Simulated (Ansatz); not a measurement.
Starting cell, MgS (rock salt):

```yaml
crystal:
  lattice:
    - [0.00000, 2.61485, 2.61485]
    - [2.61485, 0.00000, 2.61485]
    - [2.61485, 2.61485, 0.00000]
  atoms:
    - { symbol: S, position: [0.00000, 0.00000, 0.00000] }
    - { symbol: Mg, position: [0.50000, 0.50000, 0.50000] }
```

A phonon eigenvector at Γ is frozen into this cell: atom i moves by Q times the vector below, so Q is the largest atomic displacement, in Å. The cell is held. It is one choice among 3 degenerate patterns.

```tsv
atom	x	y	z
S1	0.000	0.000	0.758
Mg2	0.000	0.000	-1.000
```

The numbers are results of PBE (plane waves to 420 eV, PAW, scalar-relativistic; Ansatz, a quantum-chemistry and plane-wave program), not measurements. k mesh 11×11×11 (Γ-centred), Fermi-Dirac smearing 0.05 eV. Energies are smeared free energies. Stress and pressure are positive under compression. MgS was relaxed with its symmetry unable to fall. The zero of ΔE is the undisplaced structure.

Q: Give the computed ΔE (eV/cell) and P (GPa) at Q (Å) = -0.100, -0.083, -0.067, -0.050, 0.033, 0.067.

A: 
| Q (Å) | ΔE (eV/cell) | P (GPa) |
|---|---|---|
| -0.100 | 0.0433 | 1.01 |
| -0.083 | 0.0292 | 0.70 |
| -0.067 | 0.0183 | 0.44 |
| -0.050 | 0.0101 | 0.25 |
| 0.033 | 0.0044 | 0.11 |
| 0.067 | 0.0183 | 0.44 |

(A displaced cell: forces are minus the slopes of the energy, force constants its curvatures, and phonons follow from these.)
